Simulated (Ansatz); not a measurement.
InSb (rock salt, Fm-3m) at seven volumes, DFT-LDA in the program Ansatz with PAW potentials, scaled uniformly. One row is withheld.

| V (Å³/atom) | P (GPa) |
|---|---|
| 24.318 | 7.18 |
| 25.120 | 4.35 |
| 25.921 | 1.97 |
| 26.723 | 0.01 |
| 27.525 | -1.67 |
| 28.326 | ? |
| 29.128 | -4.24 |

Fit the shown pressures and predict the withheld one.

Third-order Birch–Murnaghan: P = (3/2)B₀(x^(7/2) − x^(5/2))[1 + (3/4)(B′ − 4)(x − 1)] with x = (V₀/V)^(2/3). Least squares on the six rows gives V₀ = 26.722 Å³/atom, B₀ = 60.55 GPa, B′ = 4.85. At V = 28.326, x = 0.9619 and P = -3.07 GPa. The run itself gave -3.07 GPa.

The workflow started from a Materials Project entry (that database holds measured and hypothetical structures alike); the Crystallography Open Database copy checked does not list it. It is not the phase usual at ambient conditions (space group No. 216). The LDA relaxation kept the symmetry of its start; its stability against distortions is not shown here. Scalar-relativistic: spin–orbit coupling is off unless named, which matters more the heavier the elements.

Potentials: the later of the program's two PAW sets.
